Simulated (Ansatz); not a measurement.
TiAl:
Space group P4/mmm (No. 123); a = b = 2.8219 Å, c = 4.0773 Å, α = β = γ = 90.00°

```json
[
 {"atom": "Al", "site": "1d", "symmetry": "4/mmm", "x": "0.5000", "y": "0.5000", "z": "0.5000"},
 {"atom": "Ti", "site": "1a", "symmetry": "4/mmm", "x": "0.0000", "y": "0.0000", "z": "0.0000"}
]
```

Relaxed with PBE.

Problem. Tabulate the valence density and the electron localisation function along the shortest Ti–Ti contact (2.82 Å), plane-wave PAW PBE (Ansatz code).

Solution. 

```
distance from Ti (Å)  density (e/Å³)   ELF
--------------------  --------------  ----
0.28                            9.03  0.25
0.42                            6.96  0.56
0.56                            4.34  0.69
0.71                            2.13  0.64
0.85                            0.90  0.45
0.99                            0.44  0.26
1.13                            0.30  0.21
1.27                            0.24  0.27
1.41                            0.23  0.31
1.55                            0.24  0.27
1.69                            0.30  0.21
1.83                            0.44  0.26
1.98                            0.90  0.45
2.12                            2.13  0.64
2.26                            4.34  0.69
2.40                            6.96  0.56
2.54                            9.03  0.25
```

The density is the valence pseudo-density with augmentation charge, so density and ELF within about 1 Å of a nucleus are not all-electron values.

The cell was relaxed with PBE under the symmetry of its start; phonons on a q-mesh show no instability. No spin polarisation was allowed. Axis ratios of metals converge slowly with the k-mesh, so a and c are less sure than the volume.

Potentials: the later of the program's two PAW sets.
